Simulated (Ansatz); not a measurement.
Level of theory: DFT, PBEsol, scalar-relativistic, collinear spin; plane waves to 420 eV with PAW datasets (Ansatz 0.2.0), 8×8×8 k-mesh, Gaussian smearing of 0.05 eV; PAW files: Ansatz's generated set soft_2.

A crystal of composition XMg, relaxed at this level of theory, gives this pattern between 10° and 80°.

Cu Kα1 powder pattern (kinematic, no thermal factors).
2θ (°) (relative intensity): 22.58 (60), 32.15 (100), 39.65 (19), 46.11 (18), 51.93 (26), 57.32 (38), 67.26 (12), 71.94 (13), 76.51 (16)

Task: Which lattice and cell does the pattern come from?

Result: Cubic, space group Pm-3m (No. 221), a = 3.934 Å, b = 3.934 Å, c = 3.934 Å, α = 90.00°, β = 90.00°, γ = 90.00°. The line positions fix the lattice at most, not the space group, and lines under 1 % of the strongest aren't listed; this is the group of the computed cell.

A compound XMg has these computed properties.

* Band gap: zero (metallic)
* Density of states at the Fermi level: about 0.9 states/(eV·atom)
* Magnetic state: ferromagnetic (the only order tried)
* Site spin moments: X 6.87; Mg 0.06 μB
* Spin moment of the cell: 7.23 μB
* f electrons (orthogonalised atomic orbitals): X 6.84
* Formation energy from the elements (0 K, uncorrected): -0.10 eV/atom
* Bulk modulus (Birch–Murnaghan): 25 GPa

Sites: X on 1a, Mg on 1b.

Task: Which element is X?
A. Pm
B. Gd
C. Tb
D. Eu

Result: D. X is Eu, so the compound is EuMg.

This is a trial structure made by placing the elements on a prototype's sites, so it needn't be the stable form.

Without a U the 4f levels of Eu lie too near the Fermi level, so their share of the states there, and what hangs on it, is overstated. Scalar-relativistic only: spin–orbit splittings of the heavy atoms' levels are missing. Site moments are of spin, integrated over atomic spheres. Only parallel moments were tried, so the real magnetic order may be another.
